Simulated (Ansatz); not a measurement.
# BiRh: pressure against volume, fitted

```xyz
4
Lattice="4.0940 0.0000 0.0000 -2.0470 3.5455 0.0000 0.0000 0.0000 5.6630" Properties=species:S:1:pos:R:3 pbc="T T T"
Bi    0.0000    2.3637    1.4158
Bi    2.0470    1.1818    4.2473
Rh    0.0000    0.0000    0.0000
Rh    0.0000    0.0000    2.8315
```

Atom numbers follow the list: Bi1, Bi2, Rh3, Rh4.

The cell comes from COD entry 9008914, which wasn't checked; take it as a given geometry.

Spin–orbit coupling is left out, though it moves levels of the heavy atoms by tenths of an eV or more.

Method: DFT, LDA, all-electron LAPW, scalar-relativistic in Ansatz 0.2.0.

Settings: a Γ-centred 12×12×7 k mesh, Fermi–Dirac smearing of 0.03 eV, basis error target 1 meV/atom, no spin polarisation.

The cell is scaled evenly. Fractional coordinates are held (clamped ions).

| V (Å³/atom) | P (GPa) |
| --- | --- |
| 19.317 | 6.67 |
| 19.728 | 3.14 |
| 20.139 | 0.04 |
| 20.345 | -1.38 |
| 20.550 | -2.70 |
| 20.756 | -3.94 |
| 20.961 | -5.11 |
| 21.783 | -9.09 |

Question: Fit a third-order Birch–Murnaghan curve to the pressures.

Answer: P = (3B0/2)(y^(7/2) − y^(5/2))[1 + (3/4)(B0′ − 4)(y − 1)] with y = (V0/V)^(2/3) fits within 0.01 GPa for V0 = 20.144 Å³/atom, B0 = 142.6 GPa and B0′ = 5.23.

Question: Predict the pressure at the withheld volume, 21.372 Å³/atom.

Answer: There y = 0.9613, so the fit gives -7.23 GPa; the run gave -7.23 GPa.
